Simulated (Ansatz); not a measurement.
Polymorphs of TiS, each relaxed with PBEsol in the plane-wave PAW code Ansatz:

A: P-6m2
a = b = 3.2208 Å, c = 3.1849 Å, α = β = 90.00°, γ = 120.00°

| atom | site | symmetry | x | y | z |
|---|---|---|---|---|---|
| Ti | 1e | -6m2 | 0.6667 | 0.3333 | 0.0000 |
| S | 1b | -6m2 | 0.0000 | 0.0000 | 0.5000 |

B: R-3m
a = b = 3.392 Å, c = 26.411 Å, α = β = 90.00°, γ = 120.00°

| atom | site | symmetry | x | y | z |
|---|---|---|---|---|---|
| Ti | 3b | -3m | 0.0000 | 0.0000 | 0.5000 |
| Ti | 6c | 3m | 0.0000 | 0.0000 | 0.3820 |
| S | 3a | -3m | 0.0000 | 0.0000 | 0.0000 |
| S | 6c | 3m | 0.0000 | 0.0000 | 0.2233 |

Task: Put the candidates in order of energy per atom at 0 K, lowest first, for PBEsol.

Result: A (+0 meV/atom), B (+150 meV/atom)

Standing as an ambient phase not checked: A; B. All cells were relaxed under the symmetry of their starts (and spin orders); stability against distortions was not tested throughout. Rows with no word on spin ran without spin polarisation.

Energies hold the estimated change up to a 700 eV cutoff; steps of a few meV lie near the error of the meshes.

Potentials: the later of the program's two PAW sets.
